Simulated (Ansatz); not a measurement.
Given:

BN in space group Pm-3n (No. 223; B on 6c, N on 6d), a = 4.4403 Å, b = 4.4403 Å, c = 4.4403 Å, α = 90.00°, β = 90.00°, γ = 90.00°.

This is the PBE-relaxed structure.

All from plane-wave PAW PBE (Ansatz code), unless another level is named. Predict the hole effective mass, band 2 of 3 at the edge.

2.6 along [100], 0.56 along [110], 0.76 along [111] (mₑ).

Next, the band gap?

4.55 eV (indirect).

And the valence-band maximum?

at Γ.

What about the conduction-band minimum?

on the Γ–X line, 84 % of the way from Γ (6 equivalent valleys).

The start of the workflow was typed in or built on a structure type; neither database checked (COD, Materials Project) lists it. It is not the phase usual at ambient conditions (space group No. 186, 194, 216). The cell was relaxed with PBE under the symmetry of its start; whether a distortion lowers the energy is not shown.

Potentials: the later of the program's two PAW sets.
